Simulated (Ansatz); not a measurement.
According to the program Ansatz at the r²SCAN level (PAW), SiGe in the monoclinic phase (Cm; Pearson symbol mS32) relaxes to a = 13.589 Å, b = 7.847 Å, c = 7.847 Å, β = 125.3°. Si on 2a has 4 nearest neighbours from 2.38 Å (tetrahedral); Ge on 4b has 4 nearest neighbours from 2.39 Å (tetrahedral); Ge on 2a has 4 nearest neighbours from 2.38 Å (tetrahedral); Ge on 4b has 4 nearest neighbours from 2.39 Å (tetrahedral). Against the elements it lies at 0.009 eV/atom, with no fitted shifts.

The Kohn–Sham gap is 0.66 eV (direct). The valence maximum lies at Γ and the conduction minimum at Γ. The electron mass is 0.25, 0.35, 1.3 mₑ (principal values). The hole mass is 0.080, 0.29, 0.39 mₑ (principal values).

An equation-of-state fit gives a bulk modulus of 84.4 GPa. Bader charges are Si +0.03 to +0.39, Ge -0.27 to -0.11 e.

The start of the workflow was typed in or built on a structure type; neither database checked (COD, Materials Project) lists it. Whether it is the stable phase at ambient conditions was not checked. The r²SCAN relaxation kept the symmetry of its start; whether a distortion lowers the energy is not shown. The references are the lowest solids computed at this level, not always the standard phases. Spin–orbit coupling is left out wherever it is not named.

Potentials: the earlier of the program's two PAW sets. The files were generated under PBE; for other functionals the program regenerates the frozen cores, and for LDA and PBEsol the local potential too.
